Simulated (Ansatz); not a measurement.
ZnS (wurtzite)

```xyz
4
Lattice="3.8070 0.0000 0.0000 -1.9035 3.2970 0.0000 0.0000 0.0000 6.2462" Properties=species:S:1:pos:R:3 pbc="T T T"
Zn     1.9035     1.0990     6.2447
Zn     0.0000     2.1980     3.1216
S      1.9035     1.0990     3.9067
S      0.0000     2.1980     0.7836
```

Equation-of-state scan: isotropic scaling of the cell above, V₀ being its volume. The atoms relax within the cell's symmetry.

These are r2SCAN (plane waves to 500 eV, PAW, scalar-relativistic; Ansatz, a first-principles code) values and carry that method's errors. k mesh 10×10×6 (Γ-centred), Fermi-Dirac smearing 0.05 eV. E stands for the smeared free energy. Stress and pressure are positive under compression. With the shape held, the modulus is that of even scaling; a crystal free to change shape is softer. The PAW data are Ansatz's earlier set. ZnS was relaxed with its symmetry unable to fall. The zero of ΔE is the relaxed starting cell.

```tsv
V (Å³/atom)	ΔE (meV/atom)
18.424	19.1
18.718	10.4
19.012	4.5
19.306	1.1
19.600	0.0
19.894	1.0
20.188	withheld
20.482	8.9
20.776	15.4
```

Task: Fit a third-order Birch-Murnaghan form (E₀, V₀, B₀, B₀′ free) to the given rows and predict ΔE at V = 20.188.

Result: Least squares on the 8 given rows: ΔE = E₀ + (9V₀B₀/16)·y²·[2 + (B₀′ − 4)y], y = (V₀/V)^(2/3) − 1, with V₀ = 19.599 Å³/atom, B₀ = 77.69 GPa (160.2 GPa = 1 eV/Å³; the term in eV is multiplied by 1000), B₀′ = 4.40, E₀ = -0.01 meV/atom; root-mean-square residual 0.02 meV/atom. At 20.188 the fit gives 4.1 meV/atom; the calculation gives 4.1 meV/atom, the same to the digits shown. For the pressure the fit gives -2.16 GPa against the computed -2.16 GPa.

(Under strain, the slope of the energy per volume gives the stress and its curvature an elastic modulus.)
